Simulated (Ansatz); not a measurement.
ScB₂ (MoSi2 or CaC2 type, I4/mmm) at seven volumes, the program Ansatz at the r²SCAN level (PAW), shape and atoms relaxed at each. One row is withheld.

```json
[
 {"V (Å³/atom)": "9.421", "P (GPa)": "16.03"},
 {"V (Å³/atom)": "9.731", "P (GPa)": "9.93"},
 {"V (Å³/atom)": "10.042", "P (GPa)": "4.64"},
 {"V (Å³/atom)": "10.353", "P (GPa)": "0.02"},
 {"V (Å³/atom)": "10.663", "P (GPa)": "-4.00"},
 {"V (Å³/atom)": "10.974", "P (GPa)": "?"},
 {"V (Å³/atom)": "11.284", "P (GPa)": "-10.39"}
]
```

**Question.** Fit the shown pressures and predict the withheld one.

**Answer.** Third-order Birch–Murnaghan: P = (3/2)B₀(x^(7/2) − x^(5/2))[1 + (3/4)(B′ − 4)(x − 1)] with x = (V₀/V)^(2/3). Least squares on the six rows gives V₀ = 10.354 Å³/atom, B₀ = 142.3 GPa, B′ = 3.76. At V = 10.974, x = 0.9620 and P = -7.42 GPa. The run itself gave -7.39 GPa.

A made-up cell: these elements were put on the sites of a structure type; neither database checked (COD, Materials Project) lists it. COD files the formula under space group No. 191. Its standing as an ambient phase is unchecked. The cell was relaxed with r²SCAN under the symmetry of its start; whether a distortion lowers the energy is not shown. The run is not spin-polarised.

Potentials: the earlier of the program's two PAW sets.
